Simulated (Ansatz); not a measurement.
BeTe (CsCl type, Pm-3m) under volume change, DFT-PBE in the program Ansatz with PAW potentials, scaled uniformly.

```csv
V (Å³/atom),E − E(relaxed) (meV/atom),P (GPa)
17.276,?,?
17.845,14.7,4.36
18.415,3.5,2.02
18.984,0.0,0.00
19.554,2.9,-1.56
20.123,?,?
20.693,24.0,-4.26
```

Fill in the missing entries.


- 20.123, E − E(relaxed) (meV/atom): 11.0
- 20.123, P (GPa): -3.01
- 17.276, E − E(relaxed) (meV/atom): 34.8
- 17.276, P (GPa): 7.01

What does a third-order Birch–Murnaghan fit give for V₀, B₀ and B′?

V₀ = 19.01 Å³/atom, B₀ = 59.9 GPa, B′ = 4.3.

A made-up cell: these elements were put on the sites of a structure type; neither database checked (COD, Materials Project) lists it. COD files the formula under space group No. 216, so this cell is another polymorph or a model. Whether it is the stable phase at ambient conditions was not checked. Symmetry was held in the PBE relaxation; whether a distortion lowers the energy is not shown. Spin–orbit coupling is left out wherever it is not named.

Potentials: the later of the program's two PAW sets.
